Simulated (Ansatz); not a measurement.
**Surface calculation: fcc Pt (110), 5 layers**

The slab is cut from the fcc crystal, the stable phase, as relaxed on PAW files (15.66 Å³/atom), with 16 Å of vacuum and a dipole correction:

```
Pt
1.0
     2.80855    0.00000    0.00000
     0.00000    3.97189    0.00000
     0.00000    0.00000   21.61710
Pt
5
Direct
  0.00000 0.00000 0.37008
  0.50000 0.50000 0.43504
  0.00000 0.00000 0.50000
  0.50000 0.50000 0.56496
  0.00000 0.00000 0.62992
```

Level of theory: DFT with PBE, scalar-relativistic, in Ansatz 0.2.0; a Γ-centred 14×10×1 k mesh, Fermi–Dirac smearing of 0.1 eV, no spin polarisation. LAPW: all electrons, basis error target 1 meV/atom; PAW: frozen-core files, cutoff 420 eV.

The bulk energy comes from a cell in the slab's orientation on a 14×10×14 mesh. The surface energy is (E(slab) − N·E(bulk))/2A at zero smearing, the mean of both faces; thin slabs carry quantum-size effects.

Spin–orbit coupling is left out, which matters for the heavy atoms. The cell is 1×1, so reconstructions are forbidden, and in slabs of four or five layers the relaxations can be far larger than at a real surface.

Problem. As cut, the LAPW slab lies 2.838 eV above 5 atoms of bulk. What surface energy is that?

Solution. Over two faces of 11.16 Å² it is 127.2 meV/Å², and times 16.02 J/m² per eV/Å² that gives γ = 2.038 J/m².

Problem. What do relaxation and the other method give, and what work function comes out?

Solution. 

```tsv
method	γ as cut (J/m²)	γ relaxed (J/m²)	Φ as cut (eV)	Φ relaxed (eV)
LAPW	2.038	–	5.28	–
PAW	2.037	1.864	5.28	5.12
```

Problem. What changes if the images along the normal are cut off in place of the dipole correction?

Solution. LAPW then gives: no gap, work function 5.12 eV; PAW: no gap, work function 5.12 eV.

Problem. A field of 0.1 V/Å is applied along the normal, atoms held. What follows?

Solution. LAPW finds an induced dipole of 0.0501 e·Å a cell (PAW 0.0501), that is 8.13 Å for 4πα over the area, against 5.34 Å between the outer atoms.

Problem. A 4f core hole is made on one atom of each kind in every 1×1 cell (PAW hole dataset, neutral cell, valence without spin). What does it cost by layer?

Solution. layer 1 71.20 eV, layer 2 71.63 eV, layer 3 71.77 eV. Shifts between layers mean more than the absolute values, and a whole layer of holes screens otherwise than one hole.
